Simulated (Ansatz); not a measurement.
AlN:
```
CELL_PARAMETERS angstrom
      0.00000     2.01246     2.01246
      2.01246     0.00000     2.01246
      2.01246     2.01246     0.00000
ATOMIC_POSITIONS crystal
  Al 0.50000 0.50000 0.50000
  N  0.00000 0.00000 0.00000
```

Relaxed with r²SCAN+D4. Special points in fractions of this cell's reciprocal vectors: Γ (0.000, 0.000, 0.000); X (0.500, 0.000, 0.500); U (0.625, 0.250, 0.625); K (0.375, 0.375, 0.750); L (0.500, 0.500, 0.500); W (0.500, 0.250, 0.750).

Q: List the band energies nearest the valence-band maximum at these points for r²SCAN+D4 (plane waves, PAW; program Ansatz).

A: In eV from the valence-band maximum; about four levels below and three above (degenerate sets whole), none deeper than 8.9 eV; … stands for higher levels left out; points with the same levels are listed once.

```csv
k,below,above
Γ,0.00 0.00 0.00,6.67 …
X,-7.63 -2.93 -2.93,5.61 5.98 15.57
U,-6.74 -5.59 -2.42,6.79 10.25 14.11
L,-8.52 -1.17 -1.17,7.00 12.04 12.04
W,-5.89 -5.89 -3.98,9.20 11.75 11.75
```

Space group Fm-3m (rock salt). This is a known high-pressure phase of the composition, computed here at zero pressure and temperature. The r²SCAN+D4 relaxation kept the symmetry of its start; whether a distortion lowers the energy is not shown. The volume moved by -38 % from the start of the relaxation.

Potentials: the earlier of the program's two PAW sets.
